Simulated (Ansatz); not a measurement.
KTaO$_{3}$:
```cif
data_KO3Ta
_chemical_formula_sum 'K1 Ta1 O3'
_space_group_name_H-M_alt 'Pm-3m'
_space_group_IT_number 221
_space_group_name_Hall '-P 4 2 3'
_cell_length_a 4.02445
_cell_length_b 4.02445
_cell_length_c 4.02445
_cell_angle_alpha 90.000
_cell_angle_beta 90.000
_cell_angle_gamma 90.000
loop_
_atom_site_label
_atom_site_type_symbol
_atom_site_symmetry_multiplicity
_atom_site_Wyckoff_symbol
_atom_site_fract_x
_atom_site_fract_y
_atom_site_fract_z
_atom_site_occupancy
K1 K 1 b 0.50000 0.50000 0.50000 1
Ta1 Ta 1 a 0.00000 0.00000 0.00000 1
O1 O 3 d 0.00000 0.00000 0.50000 1
```

Relaxed with PBE.

Give the optical modes at the zone centre with their infrared and Raman activity from DFPT, plane-wave PAW PBE (Ansatz code).

Transverse frequencies, without the LO–TO term; a row sums one degenerate level.

```
ω (cm⁻¹)  degeneracy  IR ((D/Å)²/amu)  Raman (Å⁴/amu)  activity  symmetry
--------  ----------  ---------------  --------------  --------  --------
83i                3           170.49               0        IR       T1u
178                3            13.77               0        IR       T1u
264                3             0.00               0    silent       T2u
503                3            57.89               0        IR       T1u
```

How high does the top mode go among those that the LO–TO term moves?

760 cm⁻¹ for q along x.

The PBE relaxation kept the symmetry of its start. At this level the phase is dynamically unstable (imaginary phonons). No spin polarisation was allowed. Scalar-relativistic: spin–orbit coupling is off unless named, which matters more the heavier the elements.

Potentials: the later of the program's two PAW sets.
